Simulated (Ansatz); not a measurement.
## Computed properties of VO2

VO2:
```
VO2
1.0
    4.74070     0.00000     0.00000
    0.00000     4.74070     0.00000
    0.00000     0.00000     4.74070
V O
4 8
Direct
  0.00000   0.50000   0.50000
  0.50000   0.50000   0.00000
  0.50000   0.00000   0.50000
  0.00000   0.00000   0.00000
  0.34539   0.15461   0.84539
  0.65461   0.84539   0.15461
  0.15461   0.84539   0.34539
  0.84539   0.15461   0.65461
  0.84539   0.34539   0.15461
  0.15461   0.65461   0.84539
  0.65461   0.65461   0.65461
  0.34539   0.34539   0.34539
```
The run is spin-polarised; directions of the spins, atom by atom: ↑ ↑ ↑ ↑ 0 0 0 0 0 0 0 0.

Space group Pa-3 (No. 205); conventional cell a = 4.7407 Å, b = 4.7407 Å, c = 4.7407 Å, α = 90.00°, β = 90.00°, γ = 90.00°.

Method: the program Ansatz at the PBEsol level (PAW). The cell and atoms are relaxed at this level. Other levels are named where they apply.

### Cell and energy

Volume per atom: 8.88 Å³
Density: 5.17 g/cm³
Formation energy from the elements (no fitted shifts): -2.17 eV/atom

### Electronic structure

- Electronic character = metallic (no gap)
- Density of states at the Fermi level = 0.92 states/eV per atom (mean over ±0.08 eV)

### Magnetism

- Magnetic order = ferromagnetic
- Net moment = 0.33 μB per atom

### Mechanics

Bulk modulus (Birch–Murnaghan fit): 278 GPa
Pressure derivative B′: 4.3
Mechanical stability: stable (all eigenvalues of C positive)
Hill bulk and shear moduli: 278 and 101 GPa
Young's modulus: 271 GPa
Poisson's ratio: 0.34
Debye temperature from the elastic constants: 714 K

The start of the workflow was typed in or built on a structure type; neither database checked (COD, Materials Project) lists it. COD files the formula under space group No. 10, 12, 14, 136. Whether it is the stable phase at ambient conditions was not checked. The cell was relaxed with PBEsol under the symmetry of its start; whether a distortion lowers the energy is not shown. Spin order of the final state: ferromagnetic, chosen from 2 collinear starts compared on coarse meshes (ties went to the first, and starts can fall back to one state), not a proven ground state. The volume moved by -25 % from the start of the relaxation. No Hubbard U is applied. The compound may be a true metal, but semilocal functionals without U, or a wrong spin order, can also close a gap. As this level gives no gap, shear constants depend on the k-mesh and smearing (Fermi–Dirac, 0.1 eV here). Point labels and valley counts follow the cell and symmetry of the run, lower than the named group. The references are the lowest solids computed at this level, not always the standard phases (solids in place of the gases).

Potentials: the later of the program's two PAW sets.
